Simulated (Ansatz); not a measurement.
# All-electron card of MnO$_{2}$

```xyz
6
Lattice="4.3960 0.0000 0.0000 0.0000 4.3960 0.0000 0.0000 0.0000 2.8710" Properties=species:S:1:pos:R:3 pbc="T T T"
Mn    0.0000    0.0000    0.0000
Mn    2.1980    2.1980    1.4355
O     1.3276    1.3276    0.0000
O     0.8704    3.5256    1.4355
O     3.0684    3.0684    0.0000
O     3.5256    0.8704    1.4355
```

Atoms are numbered in the order listed.

The geometry is COD entry 9009081, unchecked; take it as a test cell.

Semilocal functionals without U often leave such compounds metallic or with too small a gap, and the real magnetic order may differ.

Runs of this kind can end on a higher state of the open shell or of the magnetic order, so this needn't be the ground state of the method.

Levels of theory: DFT, PBE, all-electron LAPW, scalar-relativistic (Ansatz 0.2.0); DFT, PBE, PAW with Ansatz's default frozen-core files, scalar-relativistic (Ansatz 0.2.0); DFT, PBE, all-electron PAW with datasets made for the crystal, scalar-relativistic (Ansatz 0.2.0).

For LAPW: a Γ-centred 8×8×12 k mesh, Fermi–Dirac smearing of 0.05 eV, basis error target 1 meV/atom, spin-polarised from start moments Mn1 4, Mn2 4 μB. PAW takes a cutoff of 420 eV at this cell. The crystal-made all-electron datasets (AE datasets) take a cutoff of 540 eV at this cell. The Ansatz runs share mesh, smearing and spin set-up. Values come from LAPW unless marked.

- Largest force: 0.474 eV/Å on O3
- Stress xx, yy, zz (compression positive): 6.34, 6.34, 3.14 GPa
- Moments in the spheres: Mn1 2.59, O3 0.11 μB
- Band gap: none at this level of theory (metallic, semimetallic, or a small gap that the functional closes)
- Bader charges (from the PAW run): Mn1 +1.92, O3 -0.96 e
- Contact hyperfine fields (crystal-made datasets): Mn1 -13.6, O3 0.7 T, core polarisation included, positive along the moment of the spin-up electrons
- Pressure at this cell: 5.27 GPa
- Volume per atom: 9.25 Å³

(1) Predict this quantity. Moment of the cell.

(2) Predict this quantity. Löwdin charges (with 0.20 e of the cell spilling out of the atomic basis, so their sizes and signs hang on that basis).

(3) Density of states at the Fermi level (0.2 eV bin): what does the calculation give?

## Answers

(1) 5.99 μB.

(2) Mn1 1.50, O3 -0.70 e.

(3) 0.01 states/eV per cell.
